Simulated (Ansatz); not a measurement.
Relaxed-ion elastic tensor of Sr (fcc (Cu type), Fm-3m) in GPa (Voigt order), DFT-PBEsol in the program Ansatz with PAW potentials; density 2.81 g/cm³, 51.86 Å³ per atom.

```
15.8  11.0  11.0   0.0   0.0   0.0
11.0  15.8  11.0   0.0   0.0   0.0
11.0  11.0  15.8   0.0   0.0   0.0
 0.0   0.0   0.0  12.4   0.0   0.0
 0.0   0.0   0.0   0.0  12.4   0.0
 0.0   0.0   0.0   0.0   0.0  12.4
```

Q: Is the crystal mechanically stable?

A: Yes: the smallest eigenvalue of C is 4.8 GPa.

Q: Work out the Voigt, Reuss and Hill averages.

A: K_V = 12.6, K_R = 12.6, K_H = 12.6; G_V = 8.4, G_R = 4.7, G_H = 6.5 GPa.

Q: Give Young's modulus, Poisson's ratio, Pugh's ratio and the universal anisotropy index.

A: E = 9KG/(3K + G) = 16.7 GPa; ν = 0.28; K/G = 1.94 (ductile by the Pugh limit of 1.75); A_U = 5G_V/G_R + K_V/K_R − 6 = 3.99.

Q: Estimate the sound speeds and the Debye temperature.

A: v_l = √((K + 4G/3)/ρ) = 2760 m/s, v_t = √(G/ρ) = 1520 m/s, mean 1700 m/s; Θ = (h/k)(3n/4πV)^(1/3) v_m = 136 K.

Q: Give the Zener ratio and Young's modulus along [100], [110] and [111].

A: A = 2C44/(C11 − C12) = 5.13; 1/E = S11 − 2(S11 − S12 − S44/2)Γ with Γ = 0, 1/4, 1/3 gives 6.8, 15.7, 27.9 GPa.

The cell was relaxed with PBEsol under the symmetry of its start. As this level gives no gap, shear constants depend on the k-mesh and smearing (Fermi–Dirac, 0.1 eV here).

Potentials: the earlier of the program's two PAW sets. The files were generated under PBE; for other functionals the program regenerates the frozen cores, and for LDA and PBEsol the local potential too.
